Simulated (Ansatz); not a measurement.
Ansatz (a first-principles code) input:

Ansatz 0.2 input:
```yaml
crystal:
  lattice:
    - [0.0, 2.174187447, 2.174187447]
    - [2.174187447, 0.0, 2.174187447]
    - [2.174187447, 2.174187447, 0.0]
  atoms:
    - { symbol: N, position: [0.0, 0.0, 0.0] }
    - { symbol: Ta, position: [0.5, 0.5, 0.5] }
kpoints:
  mp_grid: { grid: [34, 34, 34] }
hamiltonian:
  xc: lda
  pseudopotentials: { kind: paw }
scf:
  occupations: { method: fermi_dirac, width: 0.1 }
elastic: { mode: relaxed_ion, stencil: two_point, amplitude: 0.005, f_tol: 0.0005 }
```

Output (shortened):

```
Pseudopotential: N, paw, valence charge 5
Pseudopotential: Ta, paw, valence charge 13
Functional definition: SPW92
Crystal: 2 atoms, lattice volume = 20.555 Å³
Basis set: ecut = 420 eV, 411 PW (Γ)
Bands: 13, of which v1, the nominal top of the filled ones, is band 9 counted from 1 (8 counted from 0)
Symmetry: 48 space group operations
Space group: Fm-3m (ITA 225), of the structure as read, at distance tolerance 2.7e-5 Å
k-points: 1059 of 39304
SCF iter   1: F=—  HF=-10058.728185 eV  |F-HF|=—  |Δ(HF+E_count)|=         —  Δρ=1.24e-2  dr2=3.56e-2  ethr=1.77e-3  ⟨swp⟩=5.7  Hψ=163881  notcnv=0  defer=619
automatic band count: the SCF goes on with 17 bands, as 13 were too few: the levels above may hold too much charge
preconditioner: auto → none
SCF iter   2: F=—  HF=-10058.724079 eV  |F-HF|=—  |Δ(HF+E_count)|=   4.11e-3  Δρ=8.85e-3  dr2=1.92e-2  ethr=1.98e-4  ⟨swp⟩=1.0  Hψ=26500  notcnv=0  defer=603
SCF iter   3: F=—  HF=-10058.719564 eV  |F-HF|=—  |Δ(HF+E_count)|=   4.51e-3  Δρ=1.54e-3  dr2=5.40e-4  ethr=1.07e-4  ⟨swp⟩=1.2  Hψ=16844  notcnv=0  defer=603
SCF iter   4: F=—  HF=-10058.719345 eV  |F-HF|=—  |Δ(HF+E_count)|=   2.19e-4  Δρ=2.24e-4  dr2=1.08e-5  ethr=3.00e-6  ⟨swp⟩=1.5  Hψ=17610  notcnv=0  defer=603
SCF iter   5: F=—  HF=-10058.719342 eV  |F-HF|=—  |Δ(HF+E_count)|=   3.24e-6  Δρ=2.74e-5  dr2=1.09e-7  ethr=6.02e-8  ⟨swp⟩=2.1  Hψ=23802  notcnv=0  defer=603
SCF iter   6: F=—  HF=-10058.719342 eV  |F-HF|=—  |Δ(HF+E_count)|=   5.11e-8  Δρ=2.77e-6  dr2=4.42e-10  ethr=6.08e-10  ⟨swp⟩=2.3  Hψ=21387  notcnv=0  defer=603
SCF iter   7: F=—  HF=-10058.719342 eV  |F-HF|=—  |Δ(HF+E_count)|=  2.60e-10  Δρ=2.50e-7  dr2=2.15e-12  ethr=2.46e-12  ⟨swp⟩=2.3  Hψ=25684  notcnv=0  defer=603
SCF iter   8: F=-10058.719342 eV  HF=-10058.719342 eV  |F-HF|=3.64e-12  |Δ(HF+E_count)|=  1.82e-12  Δρ=2.31e-8  dr2=4.15e-14  ethr=1.00e-12  ⟨swp⟩=8.5  Hψ=68985  notcnv=0
SCF 1 converged in 8 iterations: F = -10058.719342 eV  dr2 = 4.15e-14
Crystal: 2 atoms, lattice volume = 20.452 Å³
Bands: 17, of which v1, the nominal top of the filled ones, is band 9 counted from 1 (8 counted from 0)
Symmetry: 16 space group operations
k-points: 2844 of 39304
iter 1 solved again at ethr=1.69e-6 eV; its pass at ethr=3.10e-3 eV (dr2=3.05e-4 eV) is discarded
SCF iter   1: F=—  HF=-10058.718052 eV  |F-HF|=—  |Δ(HF+E_count)|=         —  Δρ=1.59e-3  dr2=3.56e-4  ethr=1.69e-6  ⟨swp⟩=2.0  Hψ=267857  notcnv=0  defer=3568
preconditioner: auto → none
SCF iter   2: F=—  HF=-10058.717939 eV  |F-HF|=—  |Δ(HF+E_count)|=   1.13e-4  Δρ=5.92e-4  dr2=4.86e-5  ethr=1.69e-6  ⟨swp⟩=2.0  Hψ=57914  notcnv=0  defer=3568
SCF iter   3: F=—  HF=-10058.717924 eV  |F-HF|=—  |Δ(HF+E_count)|=   1.47e-5  Δρ=6.27e-5  dr2=5.29e-7  ethr=2.70e-7  ⟨swp⟩=2.3  Hψ=56674  notcnv=0  defer=3568
SCF iter   4: F=—  HF=-10058.717923 eV  |F-HF|=—  |Δ(HF+E_count)|=   6.61e-7  Δρ=5.49e-6  dr2=5.08e-9  ethr=2.94e-9  ⟨swp⟩=1.8  Hψ=54414  notcnv=0  defer=3568
SCF iter   5: F=—  HF=-10058.717923 eV  |F-HF|=—  |Δ(HF+E_count)|=   1.24e-9  Δρ=7.53e-7  dr2=4.10e-11  ethr=2.82e-11  ⟨swp⟩=2.6  Hψ=63998  notcnv=0  defer=3568
SCF iter   6: F=—  HF=-10058.717923 eV  |F-HF|=—  |Δ(HF+E_count)|=  5.46e-12  Δρ=6.34e-8  dr2=3.73e-13  ethr=2.28e-13 (applied; sched 1.00e-12)  ⟨swp⟩=2.2  Hψ=65023  notcnv=0  defer=3975
SCF iter   7: F=-10058.717923 eV  HF=-10058.717923 eV  |F-HF|=1.82e-12  |Δ(HF+E_count)|=  3.64e-12  Δρ=8.82e-9  dr2=7.47e-15  ethr=1.00e-12  ⟨swp⟩=4.1  Hψ=128031  notcnv=0
SCF 2 converged in 7 iterations: F = -10058.717923 eV  dr2 = 7.47e-15
Crystal: 2 atoms, lattice volume = 20.658 Å³
iter 1 solved again at ethr=2.12e-9 eV; its pass at ethr=3.10e-3 eV (dr2=3.81e-7 eV) is discarded
SCF iter   1: F=—  HF=-10058.718063 eV  |F-HF|=—  |Δ(HF+E_count)|=         —  Δρ=2.50e-4  dr2=4.39e-7  ethr=2.12e-9  ⟨swp⟩=2.8  Hψ=267697  notcnv=0  defer=2671
preconditioner: auto → none
SCF iter   2: F=—  HF=-10058.718067 eV  |F-HF|=—  |Δ(HF+E_count)|=   3.75e-6  Δρ=1.24e-4  dr2=8.76e-8  ethr=2.12e-9  ⟨swp⟩=1.0  Hψ=44082  notcnv=0  defer=2671
SCF iter   3: F=—  HF=-10058.718068 eV  |F-HF|=—  |Δ(HF+E_count)|=   1.25e-6  Δρ=9.68e-6  dr2=7.48e-10  ethr=4.87e-10  ⟨swp⟩=1.0  Hψ=44082  notcnv=0  defer=2671
SCF iter   4: F=—  HF=-10058.718068 eV  |F-HF|=—  |Δ(HF+E_count)|=   7.41e-9  Δρ=3.65e-7  dr2=7.39e-12  ethr=4.16e-12  ⟨swp⟩=2.3  Hψ=63923  notcnv=0  defer=2671
SCF iter   5: F=—  HF=-10058.718068 eV  |F-HF|=—  |Δ(HF+E_count)|=  7.28e-12  Δρ=5.82e-8  dr2=3.37e-13  ethr=4.11e-14 (applied; sched 1.00e-12)  ⟨swp⟩=2.6  Hψ=65205  notcnv=0  defer=4080
SCF iter   6: F=-10058.718068 eV  HF=-10058.718068 eV  |F-HF|=3.64e-12  |Δ(HF+E_count)|=  3.64e-12  Δρ=5.10e-9  dr2=2.03e-15  ethr=1.00e-12  ⟨swp⟩=4.0  Hψ=124450  notcnv=0
SCF 3 converged in 6 iterations: F = -10058.718068 eV  dr2 = 2.03e-15
Crystal: 2 atoms, lattice volume = 20.555 Å³
Symmetry: 8 space group operations
k-points: 5373 of 39304
iter 1 solved again at ethr=2.44e-7 eV; its pass at ethr=3.10e-3 eV (dr2=4.38e-5 eV) is discarded
SCF iter   1: F=—  HF=-10058.719248 eV  |F-HF|=—  |Δ(HF+E_count)|=         —  Δρ=5.45e-4  dr2=6.19e-5  ethr=2.44e-7  ⟨swp⟩=2.0  Hψ=497841  notcnv=0  defer=6952
preconditioner: auto → none
SCF iter   2: F=—  HF=-10058.719224 eV  |F-HF|=—  |Δ(HF+E_count)|=   2.43e-5  Δρ=1.57e-4  dr2=3.40e-6  ethr=2.44e-7  ⟨swp⟩=2.4  Hψ=128650  notcnv=0  defer=6952
SCF iter   3: F=—  HF=-10058.719222 eV  |F-HF|=—  |Δ(HF+E_count)|=   1.50e-6  Δρ=3.62e-5  dr2=5.36e-8  ethr=1.89e-8  ⟨swp⟩=2.3  Hψ=126033  notcnv=0  defer=6952
SCF iter   4: F=—  HF=-10058.719223 eV  |F-HF|=—  |Δ(HF+E_count)|=   1.40e-7  Δρ=1.06e-6  dr2=6.43e-11  ethr=2.98e-10  ⟨swp⟩=1.0  Hψ=83266  notcnv=0  defer=6952
SCF iter   5: F=—  HF=-10058.719223 eV  |F-HF|=—  |Δ(HF+E_count)|=  3.82e-11  Δρ=1.41e-7  dr2=8.61e-13  ethr=3.57e-13 (applied; sched 1.00e-12)  ⟨swp⟩=2.0  Hψ=134144  notcnv=0  defer=7816
SCF iter   6: F=-10058.719223 eV  HF=-10058.719223 eV  |F-HF|=3.64e-12  |Δ(HF+E_count)|=  1.82e-12  Δρ=6.34e-9  dr2=3.16e-15  ethr=1.00e-12  ⟨swp⟩=4.1  Hψ=239592  notcnv=0
SCF 4 converged in 6 iterations: F = -10058.719223 eV  dr2 = 3.16e-15
Crystal: 2 atoms, lattice volume = 20.555 Å³
iter 1 solved again at ethr=1.04e-9 eV; its pass at ethr=3.10e-3 eV (dr2=1.87e-7 eV) is discarded
SCF iter   1: F=—  HF=-10058.719220 eV  |F-HF|=—  |Δ(HF+E_count)|=         —  Δρ=1.84e-4  dr2=1.91e-7  ethr=1.04e-9  ⟨swp⟩=2.5  Hψ=480108  notcnv=0  defer=6026
preconditioner: auto → none
SCF iter   2: F=—  HF=-10058.719222 eV  |F-HF|=—  |Δ(HF+E_count)|=   2.06e-6  Δρ=9.21e-5  dr2=4.23e-8  ethr=1.04e-9  ⟨swp⟩=1.0  Hψ=83194  notcnv=0  defer=6026
SCF iter   3: F=—  HF=-10058.719223 eV  |F-HF|=—  |Δ(HF+E_count)|=   6.89e-7  Δρ=3.76e-6  dr2=7.53e-11  ethr=2.35e-10  ⟨swp⟩=1.0  Hψ=83194  notcnv=0  defer=6026
SCF iter   4: F=—  HF=-10058.719223 eV  |F-HF|=—  |Δ(HF+E_count)|=   1.16e-9  Δρ=8.12e-8  dr2=4.03e-13  ethr=4.18e-13 (applied; sched 1.00e-12)  ⟨swp⟩=2.3  Hψ=107627  notcnv=0  defer=7602
SCF iter   5: F=-10058.719223 eV  HF=-10058.719223 eV  |F-HF|=1.82e-12  |Δ(HF+E_count)|=  1.82e-12  Δρ=1.36e-8  dr2=1.53e-14  ethr=1.00e-12  ⟨swp⟩=4.3  Hψ=247901  notcnv=0
SCF 5 converged in 5 iterations: F = -10058.719223 eV  dr2 = 1.53e-14
SCF converged after 8 iterations
Free energy (F): -10058.719342 eV
Harris-Foulkes:  -10058.719342 eV  (|F-HF|=3.64e-12)
Internal energy: -10058.693798 eV  (E = F + TS)
E sigma→0 (E₀):  -10058.706570 eV
Entropy (-TS):   -0.025544 eV (-12.772 meV/atom)
Fermi energy:    22.113544 eV
--- Per-component energies (eV) ---
  E_band       = -36.856250
  E_kinetic    = 503.377829
  E_local      = -566.883103  (includes V_loc(G=0)·N_el)
  E_nonlocal   = 67.545430
  E_hartree    = 190.769570
  E_xc         = -278.701890
  E_vxc        = -283.161205  (∫ρ·V_xc dr)
  E_paw        = -8267.849616  (= ΣΔE_a)
  E_vpaw       = -139.274657  (= ΣTr[D̂ρ^β])
  E_aug_tail   = 0.000317  (compensation charges beyond the density's cutoff)
  E_ewald      = -1707.291282
  E_core_change = 0.338947  (= ΣΔE_core)
  E_smearing   = -0.025544  (= −TS)
  E_closure    = 0.000000  (closes the sum)
  Σ components = -10058.719342   (vs F -10058.719342, Δ=0.00e0)
  [band-id]    e_kinetic+e_local+e_nonlocal+2·e_hartree+e_vxc+e_vpaw+e_augmentation_tail = -36.856248   (vs E_band -36.856250, Δ=2.84e-6)
--- Forces (eV/Å), atoms counted from 1 ---
  atom   1  N      0.00000000     0.00000000     0.00000000
  atom   2  Ta     0.00000000     0.00000000     0.00000000
  max |Σ_I F_I| component: 0.0 eV/Å
--- Stress (GPa, compression-positive) ---
        0.071523       0.000000       0.000000
        0.000000       0.071523       0.000000
        0.000000       0.000000       0.071523
  P = ⅓ Tr σ = 0.0715 GPa (0.715 kbar)
--- Band table (eV; the first three rows and the last of 1059) ---
  k-point 0: bands = ["-47.2401", "-13.4728", "-13.4728", "-13.4728", "3.2235", "18.2457", "18.2457", "18.2457", "19.9020", "19.9020", "19.9020", "22.1429", "22.1429", "24.0830", "31.3924", "46.9986", "46.9986"]
  k-point 1: bands = ["-47.2396", "-13.4819", "-13.4736", "-13.4736", "3.2463", "18.1132", "18.1555", "18.1555", "19.9431", "19.9431", "19.9715", "22.2403", "22.2403", "24.1466", "31.4606", "46.4698", "46.7886"]
  k-point 2: bands = ["-47.2379", "-13.5088", "-13.4760", "-13.4760", "3.3143", "17.7754", "17.9181", "17.9181", "20.0513", "20.0513", "20.1289", "22.5140", "22.5140", "24.3307", "31.6619", "45.4838", "46.2602"]
  k-point 1058: bands = ["-47.1506", "-14.0777", "-14.0310", "-13.8268", "5.2327", "14.4914", "15.2526", "15.2687", "21.5808", "22.2671", "25.8694", "26.4736", "26.8821", "32.3554", "34.1072", "34.7191", "37.8757"]
--- Elastic constants: 2 strain directions × 2 members + reference (group order 48) ---
  dense FFT box of the reference and of every strained cell: 24×24×24
  strains applied: 11, 23; error gains: componentwise 1.00 (the most a stress slope's error grows in a printed constant), spectral 1.73 (1 for all six strains …
  C = ∂σ_k/∂η_j (tension-positive GPa; Voigt order 11 22 33 23 13 12):
       837.803    144.782    144.782      0.000      0.000      0.000
       144.782    837.803    144.782      0.000      0.000      0.000
       144.782    144.782    837.803      0.000      0.000      0.000
         0.000      0.000      0.000     72.110      0.000      0.000
         0.000      0.000      0.000      0.000     72.110      0.000
         0.000      0.000      0.000      0.000      0.000     72.110
  reference stress σ⁰ (GPa):     -0.072     -0.072     -0.072      0.000      0.000      0.000
  C* (energy form; C + prestress term) asymmetry max|C*_kj − C*_jk| = 5.684e-14 GPa — a small one proves nothing (zero by symmetry where the batch's group is …
  moduli (Voigt/Reuss/Hill, GPa): K = 375.79/375.79/375.79   G = 181.87/105.54/143.71   E = 382.38   ν = 0.330
  mechanically stable: yes (min eigenvalue of sym C = 72.11 GPa)
  where every solve meets its electron count the energy-path curvature estimates C_jj along a normal strain and C_jj − ¼(σ⁰_aa + σ⁰_bb) along a shear (ab), of …
  strain η (Voigt 11):  stress-route row diagonal C_11 = 837.80 GPa, energy-path curvature d²(F+E_count+ΔE)/dδ²/Ω₀ = 837.84 GPa
         δ    σ_11 (GPa)             F (eV)   n_scf  n_hpsi   n_pw
    -5.000e-3      -4.3918      -10058.7179234       7  728487    415   relax 0 steps, max|allowed force component| 0.0 eV/Å
     5.000e-3       3.9862      -10058.7180678       6  644043    419   relax 0 steps, max|allowed force component| 0.0 eV/Å
  strain η (Voigt 23):  stress-route row diagonal C_44 = 72.11 GPa, energy-path curvature d²(F+E_count+ΔE)/dδ²/Ω₀ = 72.12 GPa
         δ    σ_23 (GPa)             F (eV)   n_scf  n_hpsi   n_pw
    -5.000e-3      -0.3605      -10058.7192226       6  1274798    415   relax 0 steps, max|allowed force component| 0.0 eV/Å
     5.000e-3       0.3606      -10058.7192226       5  1067310    415   relax 0 steps, max|allowed force component| 0.0 eV/Å
```

Cost: very roughly 5 core-minutes on shared cores.

Symmetry was held in the LDA relaxation; of distortions, only those at the zone centre were tested. No spin polarisation was allowed. As this level gives no gap, shear constants depend on the k-mesh and smearing (Fermi–Dirac, 0.1 eV here). Spin–orbit coupling is left out wherever it is not named.

Potentials: the later of the program's two PAW sets.

Ansatz is a plane-wave DFT program.
